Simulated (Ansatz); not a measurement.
Input file for Ansatz (a first-principles code):

Ansatz 0.2 input:
```yaml
crystal:
  lattice:
    - [2.5822252007, 0.0, 0.0]
    - [0.0, 2.5822252007, 0.0]
    - [0.0, 0.0, 5.9689702703]
  atoms:
    - { symbol: C, position: [0.0, 0.0, 0.75] }
    - { symbol: C, position: [0.0, 0.0, 0.25] }
    - { symbol: C, position: [0.5, 0.0, 0.8879166367] }
    - { symbol: C, position: [0.5, 0.0, 0.1120833633] }
    - { symbol: C, position: [0.0, 0.5, 0.3879166367] }
    - { symbol: C, position: [0.0, 0.5, 0.6120833633] }
kpoints:
  mp_grid: { grid: [23, 23, 10] }
hamiltonian:
  xc: pbesol
  pseudopotentials: { azcp: { folder: ./paw }, kind: paw }
scf:
  occupations: { method: fermi_dirac, width: 0.1 }
elastic: { mode: relaxed_ion, stencil: two_point, amplitude: 0.005, f_tol: 0.0005 }
```

Output (shortened):

```
Pseudopotential: C, paw, valence charge 4
Functional definition: PBEsol
Crystal: 6 atoms, lattice volume = 39.800 Å³
Basis set: ecut = 420 eV, 767 PW (Γ), exchange–correlation on 36×36×90 points (8 copies of the dense FFT grid, shifted against one another)
Bands: 18, of which v1, the nominal top of the filled ones, is band 12 counted from 1 (11 counted from 0)
Symmetry: 16 space group operations
Space group: P42/mmc (ITA 131), of the structure as read, at distance tolerance 3.4e-5 Å
k-points: 468 of 5290
SCF 1 converged in 11 iterations: F = -1477.033733 eV  dr2 = 8.46e-16
relax step   1: F+E_penalty+E_count = -1477.03373312 eV  Δ(F+E_penalty+E_count) = +0.000e0 eV  max|allowed force component| = 5.849e-2 eV/Å  Δτ_max = 0.0000 Å  (11 SCF iters, accepted)
Crystal: 6 atoms, lattice volume = 39.800 Å³
SCF 2 converged in 8 iterations: F = -1477.033782 eV  dr2 = 6.28e-16
relax step   2: F+E_penalty+E_count = -1477.03378155 eV  Δ(F+E_penalty+E_count) = -4.844e-5 eV  max|allowed force component| = 2.149e-2 eV/Å  Δτ_max = 0.0003 Å  (8 SCF iters, accepted)
Crystal: 6 atoms, lattice volume = 39.800 Å³
SCF 3 converged in 6 iterations: F = -1477.033789 eV  dr2 = 3.56e-14
relax step   3: F+E_penalty+E_count = -1477.03378913 eV  Δ(F+E_penalty+E_count) = -7.577e-6 eV  max|allowed force component| = 5.021e-5 eV/Å  Δτ_max = 0.0002 Å  (6 SCF iters, accepted)
Crystal: 6 atoms, lattice volume = 39.800 Å³
SCF 4 converged in 12 iterations: F = -1477.033789 eV  dr2 = 1.31e-19
Crystal: 6 atoms, lattice volume = 39.601 Å³
Symmetry: 8 space group operations
k-points: 864 of 5290
SCF 5 converged in 9 iterations: F = -1477.031800 eV  dr2 = 5.00e-15
relax step   1: F+E_penalty+E_count = -1477.03179982 eV  Δ(F+E_penalty+E_count) = +0.000e0 eV  max|allowed force component| = 4.958e-2 eV/Å  Δτ_max = 0.0000 Å  (9 SCF iters, accepted)
Crystal: 6 atoms, lattice volume = 39.601 Å³
SCF 6 converged in 7 iterations: F = -1477.031835 eV  dr2 = 2.01e-14
relax step   2: F+E_penalty+E_count = -1477.03183505 eV  Δ(F+E_penalty+E_count) = -3.523e-5 eV  max|allowed force component| = 1.274e-2 eV/Å  Δτ_max = 0.0004 Å  (7 SCF iters, accepted)
Crystal: 6 atoms, lattice volume = 39.601 Å³
SCF 7 converged in 6 iterations: F = -1477.031840 eV  dr2 = 5.27e-14
relax step   3: F+E_penalty+E_count = -1477.03183958 eV  Δ(F+E_penalty+E_count) = -4.523e-6 eV  max|allowed force component| = 1.326e-3 eV/Å  Δτ_max = 0.0003 Å  (6 SCF iters, accepted)
Crystal: 6 atoms, lattice volume = 39.601 Å³
SCF 8 converged in 10 iterations: F = -1477.031840 eV  dr2 = 2.52e-19
relax step   4: F+E_penalty+E_count = -1477.03183960 eV  Δ(F+E_penalty+E_count) = -2.107e-8 eV  max|allowed force component| = 1.722e-4 eV/Å  Δτ_max = 0.0000 Å  (10 SCF iters, accepted)
Crystal: 6 atoms, lattice volume = 39.601 Å³
SCF 9 converged in 12 iterations: F = -1477.031840 eV  dr2 = 1.81e-19
Crystal: 6 atoms, lattice volume = 39.999 Å³
Basis set: ecut = 420 eV, 775 PW (Γ), exchange–correlation on 36×36×90 points (8 copies of the dense FFT grid, shifted against one another)
SCF 10 converged in 9 iterations: F = -1477.031120 eV  dr2 = 4.96e-15
relax step   1: F+E_penalty+E_count = -1477.03112029 eV  Δ(F+E_penalty+E_count) = +0.000e0 eV  max|allowed force component| = 4.658e-2 eV/Å  Δτ_max = 0.0000 Å  (9 SCF iters, accepted)
Crystal: 6 atoms, lattice volume = 39.999 Å³
SCF 11 converged in 7 iterations: F = -1477.031154 eV  dr2 = 2.42e-14
relax step   2: F+E_penalty+E_count = -1477.03115362 eV  Δ(F+E_penalty+E_count) = -3.333e-5 eV  max|allowed force component| = 3.363e-4 eV/Å  Δτ_max = 0.0004 Å  (7 SCF iters, accepted)
Crystal: 6 atoms, lattice volume = 39.999 Å³
SCF 12 converged in 12 iterations: F = -1477.031154 eV  dr2 = 6.55e-19
Crystal: 6 atoms, lattice volume = 39.601 Å³
SCF 13 converged in 8 iterations: F = -1477.029199 eV  dr2 = 4.54e-15
relax step   1: F+E_penalty+E_count = -1477.02919903 eV  Δ(F+E_penalty+E_count) = +0.000e0 eV  max|allowed force component| = 1.935e-1 eV/Å  Δτ_max = 0.0000 Å  (8 SCF iters, accepted)
Crystal: 6 atoms, lattice volume = 39.601 Å³
SCF 14 converged in 7 iterations: F = -1477.029794 eV  dr2 = 7.03e-14
relax step   2: F+E_penalty+E_count = -1477.02979375 eV  Δ(F+E_penalty+E_count) = -5.947e-4 eV  max|allowed force component| = 5.627e-3 eV/Å  Δτ_max = 0.0016 Å  (7 SCF iters, accepted)
Crystal: 6 atoms, lattice volume = 39.601 Å³
SCF 15 converged in 10 iterations: F = -1477.029794 eV  dr2 = 0.0
relax step   3: F+E_penalty+E_count = -1477.02979426 eV  Δ(F+E_penalty+E_count) = -5.086e-7 eV  max|allowed force component| = 4.150e-5 eV/Å  Δτ_max = 0.0000 Å  (10 SCF iters, accepted)
Crystal: 6 atoms, lattice volume = 39.601 Å³
SCF 16 converged in 12 iterations: F = -1477.029794 eV  dr2 = 3.10e-19
Crystal: 6 atoms, lattice volume = 39.999 Å³
Basis set: ecut = 420 eV, 769 PW (Γ), exchange–correlation on 36×36×90 points (8 copies of the dense FFT grid, shifted against one another)
SCF 17 converged in 8 iterations: F = -1477.029925 eV  dr2 = 6.37e-15
relax step   1: F+E_penalty+E_count = -1477.02992450 eV  Δ(F+E_penalty+E_count) = +0.000e0 eV  max|allowed force component| = 1.789e-1 eV/Å  Δτ_max = 0.0000 Å  (8 SCF iters, accepted)
Crystal: 6 atoms, lattice volume = 39.999 Å³
SCF 18 converged in 7 iterations: F = -1477.030467 eV  dr2 = 6.02e-14
relax step   2: F+E_penalty+E_count = -1477.03046653 eV  Δ(F+E_penalty+E_count) = -5.420e-4 eV  max|allowed force component| = 9.281e-3 eV/Å  Δτ_max = 0.0014 Å  (7 SCF iters, accepted)
Crystal: 6 atoms, lattice volume = 39.999 Å³
SCF 19 converged in 10 iterations: F = -1477.030468 eV  dr2 = 0.0
relax step   3: F+E_penalty+E_count = -1477.03046798 eV  Δ(F+E_penalty+E_count) = -1.448e-6 eV  max|allowed force component| = 7.061e-5 eV/Å  Δτ_max = 0.0001 Å  (10 SCF iters, accepted)
Crystal: 6 atoms, lattice volume = 39.999 Å³
SCF 20 converged in 12 iterations: F = -1477.030468 eV  dr2 = 1.38e-19
Crystal: 6 atoms, lattice volume = 39.800 Å³
Symmetry: 4 space group operations
k-points: 1392 of 5290
SCF 21 converged in 8 iterations: F = -1477.032905 eV  dr2 = 7.04e-15
relax step   1: F+E_penalty+E_count = -1477.03290532 eV  Δ(F+E_penalty+E_count) = +0.000e0 eV  max|allowed force component| = 7.586e-2 eV/Å  Δτ_max = 0.0000 Å  (8 SCF iters, accepted)
Crystal: 6 atoms, lattice volume = 39.800 Å³
SCF 22 converged in 8 iterations: F = -1477.033471 eV  dr2 = 5.22e-15
relax step   2: F+E_penalty+E_count = -1477.03347085 eV  Δ(F+E_penalty+E_count) = -5.655e-4 eV  max|allowed force component| = 3.631e-2 eV/Å  Δτ_max = 0.0044 Å  (8 SCF iters, accepted)
Crystal: 6 atoms, lattice volume = 39.800 Å³
SCF 23 converged in 7 iterations: F = -1477.033538 eV  dr2 = 5.49e-14
relax step   3: F+E_penalty+E_count = -1477.03353820 eV  Δ(F+E_penalty+E_count) = -6.735e-5 eV  max|allowed force component| = 2.652e-3 eV/Å  Δτ_max = 0.0022 Å  (7 SCF iters, accepted)
Crystal: 6 atoms, lattice volume = 39.800 Å³
SCF 24 converged in 9 iterations: F = -1477.033538 eV  dr2 = 4.59e-19
relax step   4: F+E_penalty+E_count = -1477.03353838 eV  Δ(F+E_penalty+E_count) = -1.775e-7 eV  max|allowed force component| = 1.033e-3 eV/Å  Δτ_max = 0.0000 Å  (9 SCF iters, accepted)
Crystal: 6 atoms, lattice volume = 39.800 Å³
SCF 25 converged in 9 iterations: F = -1477.033538 eV  dr2 = 1.14e-18
relax step   5: F+E_penalty+E_count = -1477.03353840 eV  Δ(F+E_penalty+E_count) = -2.726e-8 eV  max|allowed force component| = 9.777e-5 eV/Å  Δτ_max = 0.0000 Å  (9 SCF iters, accepted)
Crystal: 6 atoms, lattice volume = 39.800 Å³
SCF 26 converged in 12 iterations: F = -1477.033538 eV  dr2 = 1.87e-18
Crystal: 6 atoms, lattice volume = 39.800 Å³
SCF 27 converged in 8 iterations: F = -1477.032905 eV  dr2 = 3.62e-15
relax step   1: F+E_penalty+E_count = -1477.03290532 eV  Δ(F+E_penalty+E_count) = +0.000e0 eV  max|allowed force component| = 7.586e-2 eV/Å  Δτ_max = 0.0000 Å  (8 SCF iters, accepted)
Crystal: 6 atoms, lattice volume = 39.800 Å³
SCF 28 converged in 8 iterations: F = -1477.033537 eV  dr2 = 2.02e-14
relax step   2: F+E_penalty+E_count = -1477.03353698 eV  Δ(F+E_penalty+E_count) = -6.317e-4 eV  max|allowed force component| = 4.992e-3 eV/Å  Δτ_max = 0.0064 Å  (8 SCF iters, accepted)
Crystal: 6 atoms, lattice volume = 39.800 Å³
SCF 29 converged in 6 iterations: F = -1477.033538 eV  dr2 = 4.65e-14
relax step   3: F+E_penalty+E_count = -1477.03353825 eV  Δ(F+E_penalty+E_count) = -1.270e-6 eV  max|allowed force component| = 3.748e-3 eV/Å  Δτ_max = 0.0002 Å  (6 SCF iters, accepted)
Crystal: 6 atoms, lattice volume = 39.800 Å³
SCF 30 converged in 10 iterations: F = -1477.033538 eV  dr2 = 0.0
relax step   4: F+E_penalty+E_count = -1477.03353839 eV  Δ(F+E_penalty+E_count) = -1.405e-7 eV  max|allowed force component| = 7.492e-4 eV/Å  Δτ_max = 0.0000 Å  (10 SCF iters, accepted)
Crystal: 6 atoms, lattice volume = 39.800 Å³
SCF 31 converged in 9 iterations: F = -1477.033538 eV  dr2 = 7.98e-19
relax step   5: F+E_penalty+E_count = -1477.03353841 eV  Δ(F+E_penalty+E_count) = -1.226e-8 eV  max|allowed force component| = 4.200e-5 eV/Å  Δτ_max = 0.0000 Å  (9 SCF iters, accepted)
Crystal: 6 atoms, lattice volume = 39.800 Å³
SCF 32 converged in 12 iterations: F = -1477.033538 eV  dr2 = 1.94e-18
Crystal: 6 atoms, lattice volume = 39.800 Å³
SCF 33 converged in 7 iterations: F = -1477.033570 eV  dr2 = 5.13e-14
relax step   1: F+E_penalty+E_count = -1477.03356978 eV  Δ(F+E_penalty+E_count) = +0.000e0 eV  max|allowed force component| = 1.018e-4 eV/Å  Δτ_max = 0.0000 Å  (7 SCF iters, accepted)
Crystal: 6 atoms, lattice volume = 39.800 Å³
SCF 34 converged in 12 iterations: F = -1477.033570 eV  dr2 = 1.26e-19
Crystal: 6 atoms, lattice volume = 39.800 Å³
SCF 35 converged in 7 iterations: F = -1477.033570 eV  dr2 = 4.95e-14
relax step   1: F+E_penalty+E_count = -1477.03356978 eV  Δ(F+E_penalty+E_count) = +0.000e0 eV  max|allowed force component| = 1.017e-4 eV/Å  Δτ_max = 0.0000 Å  (7 SCF iters, accepted)
Crystal: 6 atoms, lattice volume = 39.800 Å³
SCF 36 converged in 12 iterations: F = -1477.033570 eV  dr2 = 0.0
SCF converged after 12 iterations
Stability not checked: this state was not tested for a lower state beside it, because too few of the mixer's solves of this state at the end of the SCF gave a …
Free energy (F): -1477.033789 eV
Harris-Foulkes:  -1477.033789 eV  (|F-HF|=4.55e-13)
Internal energy: -1477.009922 eV  (E = F + TS)
E sigma→0 (E₀):  -1477.021856 eV
Entropy (-TS):   -0.023867 eV (-3.978 meV/atom)
Fermi energy:    11.217538 eV
--- Per-component energies (eV) ---
  E_band       = 44.919464
  E_kinetic    = 531.069778
  E_local      = -480.032271  (includes V_loc(G=0)·N_el)
  E_nonlocal   = 140.182750
  E_hartree    = 123.953838
  E_xc         = -280.719979
  E_vxc        = -347.372732  (∫ρ·V_xc dr)
  E_paw        = -576.477337  (= ΣΔE_a)
  E_vpaw       = -46.835851  (= ΣTr[D̂ρ^β])
  E_aug_tail   = 0.000113  (compensation charges beyond the density's cutoff)
  E_ewald      = -935.113418
  E_core_change = 0.126603  (= ΣΔE_core)
  E_smearing   = -0.023867  (= −TS)
  E_closure    = 0.000000  (closes the sum)
  Σ components = -1477.033789   (vs F -1477.033789, Δ=0.00e0)
--- Forces (eV/Å), atoms counted from 1 ---
  atom   1  C      0.00000000     0.00000000     0.00000000
  atom   2  C      0.00000000     0.00000000     0.00000000
  atom   3  C      0.00000000     0.00000000    -0.00005047
  atom   4  C      0.00000000     0.00000000     0.00005047
  atom   5  C      0.00000000     0.00000000    -0.00005047
  atom   6  C      0.00000000     0.00000000     0.00005047
  max |Σ_I F_I| component: 8.33e-17 eV/Å
--- Stress (GPa, compression-positive) ---
       -0.290384       0.000000       0.000000
        0.000000      -0.290384       0.000000
        0.000000       0.000000       0.257475
  P = ⅓ Tr σ = -0.1078 GPa (-1.078 kbar)
--- Band table (eV; the first three rows and the last of 468) ---
  k-point 0: bands = ["-9.6595", "-7.2671", "-5.7145", "0.8520", "2.9663", "4.6082", "4.6082", "6.6505", "6.6505", "8.4235", "10.6233", "10.6233", "14.3774", "15.3506", "16.6175", "17.1224", "17.1224", "18.4611"]
  k-point 1: bands = ["-9.6289", "-7.4481", "-5.4797", "0.4889", "3.3272", "4.6298", "4.6298", "6.5861", "6.5861", "8.3349", "10.7341", "10.7341", "14.3919", "15.3074", "16.6697", "16.8529", "16.8529", "18.4103"]
  k-point 2: bands = ["-9.5373", "-7.8189", "-4.9479", "-0.2534", "4.0615", "4.6913", "4.6913", "6.4212", "6.4212", "8.0741", "11.0346", "11.0346", "14.4358", "15.1956", "16.2510", "16.2510", "16.8109", "18.2664"]
  k-point 467: bands = ["-3.1559", "-3.1559", "-2.3017", "-2.3017", "0.1711", "0.1711", "3.2084", "3.2084", "4.0527", "4.0527", "5.0384", "5.0384", "12.1923", "12.1923", "16.3604", "16.3604", "20.8005", "20.8005"]
--- Elastic constants: 4 strain directions × 2 members + reference (group order 16) ---
  dense FFT box of the reference and of every strained cell: 18×18×45
  strains applied: 11, 33, 23, 12; error gains …
  reference relaxed by the batch: 3 steps …
  largest displacement 4.8e-4 Å; the constants are those of the deck's cell at these positions:
  atoms:
    - { symbol: C, position: [0.0, 0.0, 0.75] }
    - { symbol: C, position: [0.0, 0.0, 0.25] }
    - { symbol: C, position: [0.5, 0.0, 0.8878364266775263] }
    - { symbol: C, position: [0.5, 0.0, 0.11216357332247383] }
    - { symbol: C, position: [0.0, 0.5, 0.3878364266775261] }
    - { symbol: C, position: [0.0, 0.5, 0.6121635733224738] }
  C = ∂σ_k/∂η_j (tension-positive GPa; Voigt order 11 22 33 23 13 12):
       732.276     51.868    104.306      0.000      0.000      0.000
        51.868    732.276    104.306      0.000      0.000      0.000
       104.972    104.972   1174.260      0.000      0.000      0.000
         0.000      0.000      0.000     77.140      0.000      0.000
         0.000      0.000      0.000      0.000     77.140      0.000
         0.000      0.000      0.000      0.000      0.000     67.404
  reference stress σ⁰ (GPa):      0.290      0.290     -0.257      0.000      0.000      0.000
  moduli (Voigt/Reuss/Hill, GPa): K = 351.23/331.19/341.21   G = 202.85/108.59/155.72   E = 405.47   ν = 0.302
  mechanically stable: yes (min eigenvalue of sym C = 67.40 GPa)
  strain η (Voigt 11):  stress-route row diagonal C_11 = 732.28 GPa, energy-path curvature d²(F+E_count+ΔE)/dδ²/Ω₀ = 732.45 GPa
         δ    σ_11 (GPa)             F (eV)   n_scf  n_hpsi   n_pw
    -5.000e-3      -3.4088       -1477.0318396      12  353603    796   relax 4 steps, max|allowed force component| 1.72e-4 eV/Å
     5.000e-3       3.9139       -1477.0311536      12  362015    804   relax 2 steps, max|allowed force component| 3.36e-4 eV/Å
  strain η (Voigt 33):  stress-route row diagonal C_33 = 1174.26 GPa, energy-path curvature d²(F+E_count+ΔE)/dδ²/Ω₀ = 1174.21 GPa
         δ    σ_33 (GPa)             F (eV)   n_scf  n_hpsi   n_pw
    -5.000e-3      -6.1813       -1477.0297943      12  192018    792   relax 3 steps, max|allowed force component| 4.15e-5 eV/Å
     5.000e-3       5.5613       -1477.0304680      12  193442    812   relax 3 steps, max|allowed force component| 7.06e-5 eV/Å
  strain η (Voigt 23):  stress-route row diagonal C_44 = 77.14 GPa, energy-path curvature d²(F+E_count+ΔE)/dδ²/Ω₀ = 77.11 GPa
         δ    σ_23 (GPa)             F (eV)   n_scf  n_hpsi   n_pw
    -5.000e-3      -0.3857       -1477.0335384      12  569107    804   relax 5 steps, max|allowed force component| 9.78e-5 eV/Å
     5.000e-3       0.3857       -1477.0335384      12  568758    804   relax 5 steps, max|allowed force component| 4.20e-5 eV/Å
  strain η (Voigt 12):  stress-route row diagonal C_66 = 67.40 GPa, energy-path curvature d²(F+E_count+ΔE)/dδ²/Ω₀ = 67.32 GPa
         δ    σ_12 (GPa)             F (eV)   n_scf  n_hpsi   n_pw
    -5.000e-3      -0.3370       -1477.0335698      12  359238    804   relax 1 steps, max|allowed force component| 1.02e-4 eV/Å
     5.000e-3       0.3370       -1477.0335698      12  360868    804   relax 1 steps, max|allowed force component| 1.02e-4 eV/Å
```

Cost: around 17 core-minutes (rough) on shared cores.

Space group P4_2/mmc. The start of the workflow was typed in or built on a structure type; neither database checked (COD, Materials Project) lists it. It is not the phase usual at ambient conditions (space group No. 194, 227). The PBEsol relaxation kept the symmetry of its start; whether a distortion lowers the energy is not shown. As this level gives no gap, shear constants depend on the k-mesh and smearing (Fermi–Dirac, 0.1 eV here).

Potentials: the earlier of the program's two PAW sets. The files were generated under PBE; for other functionals the program regenerates the frozen cores, and for LDA and PBEsol the local potential too.

Ansatz is a plane-wave DFT program.
